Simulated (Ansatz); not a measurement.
**Ti: from a starting cell to a relaxed one**

The start is a relaxed Ti cell displaced along its unstable phonon at q = (½, ½, 0) of its primitive reciprocal cell (101i cm⁻¹), largest move 0.15 Å. A full variable-cell relaxation at zero pressure is run with PBE (plane waves to 420 eV, PAW, scalar-relativistic; Ansatz, a quantum-chemistry and plane-wave program). First-step values are on the input's coarse k-mesh.

Ansatz input (later rounds restart from its end on a renewed k-mesh):
Ansatz 0.2 input:
```yaml
crystal:
  lattice:
    - [10.3722998782, 0, 0]
    - [5.1861499391, 5.1861499391, 0]
    - [0, 0, 5.1861499391]
  atoms:
    - { symbol: Ti, position: [0.125, 0, 0.4756978825] }
    - { symbol: Ti, position: [0.625, 0, 0.5243021175] }
    - { symbol: Ti, position: [0.375, 0, 0.5243021175] }
    - { symbol: Ti, position: [0.875, 0, 0.4756978825] }
    - { symbol: Ti, position: [0.7587912364, 0.4824175272, 0.25] }
    - { symbol: Ti, position: [0.2412087636, 0.5175824728, 0.25] }
    - { symbol: Ti, position: [0.7412087636, 0.5175824728, 0.75] }
    - { symbol: Ti, position: [0.2587912364, 0.4824175272, 0.75] }
    - { symbol: Ti, position: [0.125, 0.25, 0] }
    - { symbol: Ti, position: [0.625, 0.25, 0] }
    - { symbol: Ti, position: [0.875, 0.75, 0] }
    - { symbol: Ti, position: [0.375, 0.75, 0] }
    - { symbol: Ti, position: [0, 0, -0.02892319] }
    - { symbol: Ti, position: [0.5, 0, 0.02892319] }
    - { symbol: Ti, position: [1, 0.5, 0.5] }
    - { symbol: Ti, position: [0.5, 0.5, 0.5] }
basis: { ecutwfc: 420, ecutrho_ratio: 4, xc_grid: 2, fft_grid_basis: typed }
kpoints: { mp_grid: { grid: [6, 6, 6] } }
hamiltonian:
  xc: pbe
  dispersion: none
  pseudopotentials: { azcp: { folder: ./paw }, kind: paw }
scf: { occupations: { method: fermi_dirac, width: 0.05 } }
relax: { f_tol: 0.01, max_steps: 100, cell: { stress_tol: 0.02 } }
output: { forces: true, stress: true }
```

**Question.** Which atoms feel the largest initial force, and how large is it?

**Answer.** 0.24 eV/Å, on Ti1, Ti2, Ti3, Ti4 (atoms numbered as listed).

**Question.** By how much does the energy per atom fall from start to end?

**Answer.** 0.05 eV/atom.

**Question.** How does the volume change?

**Answer.** +0.5 %, from 17.44 to 17.51 Å³/atom.

**Question.** Does it find its way back to the structure it was made from?

**Answer.** It does not go back: it reaches Cmme (No. 67), 0.06 eV/atom below the parent.

**Question.** How do the shortest distances between atoms change?

**Answer.** The closest pairs of elements (up to four, under 3.6 Å), start → end: Ti–Ti 2.59 → 2.57 Å.

**Question.** Is the relaxed structure metallic? Give its gap.

**Answer.** No gap on the sampled points, where the bands overlap only slightly; such a result is sensitive to mesh and level.

Final values are on a 7×7×9 k-mesh of the relaxed cell. No spin polarisation in the result.

The run could not lose the symmetry of its start, so the end can be a saddle point.

The relaxed structure here is a generated cell of Ti: the first start was made by placing the elements on the sites of a structure type, and the end was not matched to a known phase here, so it may be hypothetical. Known forms of Ti include space group No. 194.
